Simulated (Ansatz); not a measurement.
## ZnAu

```
CELL_PARAMETERS angstrom
3.14700 0.00000 0.00000
0.00000 3.14700 0.00000
0.00000 0.00000 3.14700
ATOMIC_POSITIONS crystal
Zn 0.50000 0.50000 0.50000
Au 0.00000 0.00000 0.00000
```

Atom numbers follow the list: Zn1, Au2.

The cell is COD entry 1510322, as deposited and not checked against the literature; nothing was relaxed.

No spin–orbit coupling, which matters for the heavy atoms here.

Methods: DFT, PBEsol, all-electron LAPW, scalar-relativistic (Ansatz 0.2.0); DFT, PBEsol, PAW with Ansatz's default frozen-core files, scalar-relativistic (Ansatz 0.2.0).

For LAPW: a Γ-centred 13×13×13 k mesh, Fermi–Dirac smearing of 0.05 eV, basis error target 0.5 meV/atom, no spin polarisation. PAW takes a cutoff of 420 eV at this cell (files made with PBE, cores remade for this functional). The Ansatz runs share mesh, smearing and spin set-up. Values come from LAPW unless marked.

```json
{"Löwdin charges (with 0.67 e of the cell spilling out of the atomic basis, so their sizes and signs hang on that basis)": "Zn1 0.82, Au2 -0.15 e", "Pressure at this cell": "-2.39 GPa", "Density of states at the Fermi level (0.2 eV bin)": "0.49 states/eV per cell", "Volume per atom": "15.58 Å³"}
```

Problem. Give the computed value. Bader charges (from the PAW run).

Solution. Zn1 +0.57, Au2 -0.57 e.

Problem. Band gap: what does the calculation give?

Solution. none: with an odd electron count and no spin polarisation the bands can't all be full, a metal in this set-up (spin order or a larger cell could open a gap).
